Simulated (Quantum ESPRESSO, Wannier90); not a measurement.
ZnCdS2 (P-4m2), plane waves to Wannier functions

```xyz
4
Lattice="3.9543 0.0000 0.0000 0.0000 3.9543 0.0000 0.0000 0.0000 5.7191" Properties=species:S:1:pos:R:3 pbc="T T T"
Zn     0.0000     0.0000     2.8596
Cd     1.9772     1.9772     0.0000
S      1.9772     0.0000     1.5809
S      0.0000     1.9772    -1.5809
```

Cell from Materials Project (mp-971712), symmetrised, no further relaxation. Not found in the COD (Crystallography Open Database) copy used; not checked further. Level: PBEsol, spinors with spin-orbit coupling; pw.x of Quantum ESPRESSO at 82 Ry with PseudoDojo potentials, 4×4×4 k-points, Wannier90. Density: 8×8×6 mesh, cold smearing 0.01 Ry.

A tight-binding model is made by disentanglement and projection with no localisation steps (num_iter = 0), so the 32 orbitals stay atom-like: hydrogen-like Zn: s;p; Cd: s;p; S: s;p, axes along x, y, z; frozen window up to 2.78 eV relative to the valence-band maximum. It follows pw.x to 8.7 meV rms for states up to 2.3 eV relative to the valence-band maximum. Matrix elements depend on this choice of orbitals and windows. Bands 21–24 (Cd 4d 94 %), 25–30 (Cd 4d 92 %, S 3p 4 %), 31–40 (Zn 3d 92 %, S 3p 5 %) lie between the kept ones and are excluded.

Q: What are the on-site energies relative to the valence-band maximum, and how fast do the hoppings decay?

A: 
| atom | orbitals | energy (eV) |
|---|---|---|
| Zn1 | s↑ s↓ | 1.16 |
| Zn1 | pz↑ pz↓ | 6.03 |
| Zn1 | px↑ px↓ py↑ py↓ | 6.28 |
| Cd2 | s↑ s↓ | 1.18 |
| Cd2 | pz↑ pz↓ | 6.60 |
| Cd2 | px↑ px↓ py↑ py↓ | 6.28 |
| S3 | s↑ s↓ | -10.33 |
| S3 | pz↑ pz↓ | 0.22 |
| S3 | px↑ px↓ | 0.31 |
| S3 | py↑ py↓ | 0.10 |
| S4 | s↑ s↓ | -10.33 |
| S4 | pz↑ pz↓ | 0.22 |
| S4 | px↑ px↓ | 0.10 |
| S4 | py↑ py↓ | 0.31 |

```
distance of the centres (Å)  largest modulus (eV)
---------------------------  --------------------
2–3                                           2.1
3–4                                          0.69
4–5                                          0.18
5–6                                         0.035
6–7                                         0.087
```
